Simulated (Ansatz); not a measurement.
Computed with DFT PBE, scalar-relativistic, plane waves, PAW (Ansatz). All cells share a 420 eV cutoff and Γ-centred k meshes spaced at most about 0.3 Å⁻¹ (about 0.25 or finer for metals, 2π included). No spin polarisation in the final relaxations.

Temperature and zero-point effects are left out.

Two forms of Rb2AlH4 were relaxed alike.

1.

Space group Cm (No. 8). a = 6.148 Å, b = 17.893 Å, c = 4.677 Å, α = 90.00°, β = 130.74°, γ = 90.00°
```csv
atom,site,symmetry,x,y,z
Rb,4b,1,0.9332,0.6305,0.8693
Al,2a,m,0.9339,0.0000,0.8679
H,2a,m,0.5828,0.0000,0.6053
H,4b,1,0.0562,0.9215,0.1029
H,2a,m,0.0048,0.0000,0.5832
```

2.

Space group I4/mmm (No. 139). a = 3.879 Å, b = 3.879 Å, c = 18.956 Å, α = 90.00°, β = 90.00°, γ = 90.00°
```tsv
atom	site	symmetry	x	y	z
Rb	4e	4mm	0.0000	0.0000	0.3673
Al	2a	4/mmm	0.0000	0.0000	0.0000
H	4c	mmm.	0.5000	0.0000	0.0000
H	4e	4mm	0.0000	0.0000	0.0879
```

Task: Which form is favoured at zero pressure, and by what margin per atom?

Result: Cell 1 is lower, by 33 meV/atom. Cell 1 has space group Cm (No. 8), 27.8 Å³/atom and no gap on its mesh; cell 2 has space group I4/mmm (No. 139), 20.4 Å³/atom and no gap. Counting H atoms around Al and Rb (those within 1.25 times the shortest such distance or 1.15 times the sum of covalent radii, 1.27 where that leaves under three; a plus sign parts nearer from farther groups), cell 1 has Rb 5, Al 4 and cell 2 has Rb 4+4, Al 2+4. The lower one is the more open, so pressure narrows the difference. Both come from invented guesses.

With hydrogen, zero-point motion can shift such differences by 10 meV/atom or more. A magnetic state wasn't ruled out in cells without spin, among them Cm, I4/mmm. Cells relaxed within their symmetry can be saddle points. The Cm cell of Rb2AlH4 came from shaking the I4/mmm one.
